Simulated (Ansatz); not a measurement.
Level of theory: DFT PBE, scalar-relativistic, plane waves, PAW (Ansatz). All cells share a 420 eV cutoff and Γ-centred k meshes spaced at most about 0.3 Å⁻¹ (about 0.25 or finer for metals, 2π included). No spin polarisation in the final relaxations.

Temperature and zero-point effects are left out.

Two relaxed structures of Al₂Cu₃:

A.

Space group R-3m:H (No. 166). a = 4.168 Å, b = 4.168 Å, c = 12.996 Å, α = 90.00°, β = 90.00°, γ = 120.00°
```tsv
atom	site	symmetry	x	y	z
Al	6c	3m	0.0000	0.0000	0.8970
Cu	6c	3m	0.3333	0.6667	0.9681
Cu	3b	-3m	0.6667	0.3333	0.8333
```

B.

Space group C2/c (No. 15). a = 9.058 Å, b = 4.530 Å, c = 6.799 Å, α = 90.00°, β = 110.40°, γ = 90.00°
| atom | site | symmetry | x | y | z |
| --- | --- | --- | --- | --- | --- |
| Al | 8f | 1 | 0.8996 | 0.8211 | 0.5455 |
| Cu | 8f | 1 | 0.7993 | 0.6716 | 0.8494 |
| Cu | 4e | 2 | 0.0000 | 0.3278 | 0.7500 |

**Question.** Which form is favoured at zero pressure, and by what margin per atom?

**Answer.** B is lower, by 28 meV/atom. A has Al and Cu ordered on bcc sites, space group R-3m (No. 166), 13.0 Å³/atom and no gap on its mesh; B has Al and Cu ordered on hcp sites, space group C2/c (No. 15), 13.1 Å³/atom and no gap. Counting all near atoms (those within 1.25 times the shortest distance at each site; a plus sign parts nearer from farther groups), A has Al 14, Cu 8+6 and B has Al 12, Cu 12. In A, Al has 7 Cu at 2.54–2.58 Å, 1 Al at 2.68 Å, 3 Al at 2.92 Å and 3 Cu at 2.98 Å; Cu on a site of symmetry 3m is surrounded by 4 Cu at 2.55–2.58 Å, 4 Al at 2.58 Å, 3 Cu at 2.98 Å and 3 Al at 2.98 Å; Cu on a site of symmetry -3m is surrounded by 6 Al at 2.54 Å, 2 Cu at 2.58 Å and 6 Cu at 2.98 Å. In B, Al is surrounded by 9 Cu at 2.57–2.68 Å and 3 Al at 2.64–2.74 Å; Cu on a site of symmetry 1 is surrounded by 6 Al at 2.60–2.68 Å and 6 Cu at 2.60–2.70 Å; Cu on a site of symmetry 2 is surrounded by 6 Al at 2.57–2.67 Å and 6 Cu at 2.65–2.70 Å. Both come from invented guesses.

Cells relaxed within their symmetry can be saddle points. The C2/c cell of Al2Cu3 came from shaking the R-3m one.
